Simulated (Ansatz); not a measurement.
Bi$_{2}$W:
```
Bi2W
1.0
    5.40996     1.90498     0.00000
   -5.40996     1.90498     0.00000
   -4.28510     0.00000     7.14708
W Bi
2 4
Direct
  0.13313   0.86687   0.17351
  0.86687   0.13313   0.82649
  0.83865   0.16135   0.44611
  0.16135   0.83865   0.55389
  0.59538   0.40462   0.88325
  0.40462   0.59538   0.11675
```

Relaxed with r²SCAN. Special points in fractions of this cell's reciprocal vectors: Γ (0.000, 0.000, 0.000); C (0.292, 0.292, 0.000); C2 (-0.292, 0.708, 0.000); Y2 (-0.500, 0.500, 0.000); M2 (-0.500, 0.500, 0.500); D (-0.264, 0.736, 0.500); D2 (0.264, 0.264, 0.500); A (0.000, 0.000, 0.500); L2 (0.000, 0.500, 0.500); V2 (0.000, 0.500, 0.000).

### Question
List the band energies nearest the Fermi level at these points for r²SCAN (plane waves, PAW; program Ansatz).

### Answer
In eV from the Fermi level; about four levels below and three above (degenerate sets whole), none deeper than 8.9 eV; points with the same levels are listed once.

```csv
k,below,above
Γ,-1.51 -0.95 -0.85 -0.32,0.16 0.94 1.11
C,-1.64 -1.53 -0.11 -0.01,0.53 0.70 1.32
Y2,-1.32 -0.34 -0.22 -0.14,0.64 1.61 1.89
M2,-1.09 -0.87 -0.53 0.00,0.87 1.01 2.09
D,-2.50 -1.71 -0.57 -0.55,0.62 0.87 0.88
A,-1.85 -1.31 -0.66 -0.32,0.11 0.60 0.64
L2,-2.21 -1.36 -0.77 -0.72,0.38 0.66 0.78
V2,-2.33 -2.07 -1.70 -1.16,0.19 0.32 0.74
```

Space group C2/m. The start of the workflow was typed in or built on a structure type; neither database checked (COD, Materials Project) lists it. Its standing as an ambient phase is unchecked. The cell was relaxed with r²SCAN under the symmetry of its start; whether a distortion lowers the energy is not shown. No spin polarisation was allowed. The volume moved by -18 % from the start of the relaxation. Its formation energy is positive at this level, so the cell may be metastable or incomplete. Spin–orbit coupling is left out wherever it is not named.

Potentials: the earlier of the program's two PAW sets. The files were generated under PBE; for other functionals the program regenerates the frozen cores, and for LDA and PBEsol the local potential too.
